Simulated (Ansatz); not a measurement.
Given:

Relaxed MgH₂ (rutile):

```yaml
crystal:
  lattice:
    - [4.51729, 0.00000, 0.00000]
    - [0.00000, 4.51729, 0.00000]
    - [0.00000, 0.00000, 3.01286]
  atoms:
    - { symbol: Mg, position: [0.00000, 0.00000, 0.00000] }
    - { symbol: Mg, position: [0.50000, 0.50000, 0.50000] }
    - { symbol: H, position: [0.30441, 0.30441, 0.00000] }
    - { symbol: H, position: [0.80441, 0.19559, 0.50000] }
    - { symbol: H, position: [0.19559, 0.80441, 0.50000] }
    - { symbol: H, position: [0.69559, 0.69559, 0.00000] }
```

In this cell atom 5 (H, nearest neighbour Mg at 1.945 Å; its periodic images, 3.0 Å or more away, move with it) is moved by u·(1.000, 0.000, 0.000) + v·(0.000, 1.000, 0.000); the rest is frozen.

The numbers are results of PBE (plane waves to 420 eV, PAW, scalar-relativistic; Ansatz, a first-principles code), not measurements. k mesh 6×6×9 (Γ-centred), Fermi-Dirac smearing 0.05 eV. Energies are smeared free energies. Points where atoms come too close for the PAW data are left out (x in tables, blank in figures). MgH2 was relaxed with its symmetry unable to fall. The zero of ΔE is the undisplaced structure. Axes are in Å.

The scan covers u from -0.490 to 0.490 Å in 7 points and v from -0.490 to 0.490 Å in 7 points.

Task: In which direction of the plane is the atom held most weakly?

Result: 45° from u towards v.

Task: What are the two principal curvatures of the energy at the centre?

Result: 1.3 and 5.8 eV/Å².

(A displaced cell: forces are minus the slopes of the energy, force constants its curvatures, and phonons follow from these.)
